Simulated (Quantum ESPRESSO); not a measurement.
Ga3MgSeP3, a curve over strain

Simulated, not a measurement. The program is pw.x of Quantum ESPRESSO 7.5 (plane-wave density functional theory). The cell is made up: 8 atoms on a zincblende/diamond lattice, with randomly drawn elements, strain and displacements, not relaxed. PseudoDojo standard norm-conserving files (v0.5 for PBE, v0.4.1 for LDA and PBEsol) set the functional; there is no spin polarisation, spin-orbit coupling or dispersion term, and the masses in the input are unused placeholders.

Seven runs add a strain to one cell (the same along x and y); the atoms follow the cell and are not relaxed. Stress in the table is positive in tension.

Input of the run at -0.0013:

```
&control calculation='scf', pseudo_dir='./dojo.nc.sr.pbe.v0_5.standard.upf', outdir='./o', disk_io='medium', tprnfor=.true., tstress=.true. /
&system ibrav=0, nat=8, ntyp=4, nbnd=46, ecutwfc=85.99341389, nosym=.true., tot_charge=0,
 occupations='smearing', smearing='fd', degauss=0.0018374661
/
&electrons conv_thr=7.350e-09, electron_maxstep=60, /
ATOMIC_SPECIES
Ga 1.0 Ga.upf
Mg 1.0 Mg.upf
P 1.0 P.upf
Se 1.0 Se.upf
CELL_PARAMETERS angstrom
5.7365 -0.0016 0.0358
-0.0016 5.6414 0.0023
0.0358 0.0023 5.6229
ATOMIC_POSITIONS angstrom
Ga 0.0714 0.0096 -0.0095
Ga 0.0264 2.8403 2.8294
Mg 2.8635 0.0046 2.9258
Ga 2.8177 2.8808 -0.0043
Se 1.4692 1.4185 1.4201
P 1.4039 4.2252 4.1855
P 4.3538 1.3388 4.2615
P 4.2966 4.231 1.4502
K_POINTS automatic
4 4 4 1 1 1
```

| added strain | free energy less that of the input shown (eV) | stress xx (GPa) | stress yy (GPa) | stress zz (GPa) | stress xy (GPa) | pressure (GPa) | next band up at Gamma (eV) | iterations |
| --- | --- | --- | --- | --- | --- | --- | --- | --- |
| -0.0183 | 0.0314 | -1.66 | -2.60 | -1.99 | -1.42 | 2.08 | 0.774 | 10 |
| -0.0013 | 0.0000 | 0.93 | -0.07 | -0.26 | -1.27 | -0.20 | 0.614 | 10 |
| +0.0019 | 0.0047 | 1.37 | 0.37 | 0.03 | -1.25 | -0.59 | 0.582 | 10 |
| +0.0097 | 0.0293 | 2.39 | 1.37 | 0.69 | -1.19 | -1.49 | 0.502 | 10 |
| +0.0132 | 0.0461 | 2.83 | 1.80 | 0.97 | -1.16 | -1.87 | 0.465 | 10 |
| +0.0189 | 0.0814 | 3.50 | 2.47 | 1.40 | -1.12 | -2.46 | 0.405 | 11 |

Question: one run is left out of the table, at +0.0047. Estimate its stress xx (GPa).

Answer: 1.74. The whole row:

| added strain | free energy less that of the input shown (eV) | stress xx (GPa) | stress yy (GPa) | stress zz (GPa) | stress xy (GPa) | pressure (GPa) | next band up at Gamma (eV) | iterations |
| --- | --- | --- | --- | --- | --- | --- | --- | --- |
| +0.0047 | 0.0112 | 1.74 | 0.74 | 0.28 | -1.22 | -0.92 | 0.554 | 10 |

A cubic fit gives a slope of stress xx against the added strain of 139 GPa at zero added strain, with the atoms clamped. Across the table the free energy follows the integral of the stress to within 0.6 meV. A rerun of one of the cells at 1467 eV and a 6 x 6 x 6 mesh moved values by no more than 0.008 eV in energy, 0.02 GPa in stress and 0.004 eV/Å in force. The band column is the level of band 41 at Gamma less that of band 40, whose number is half the electron count, rounded up; it comes from a band step after each run.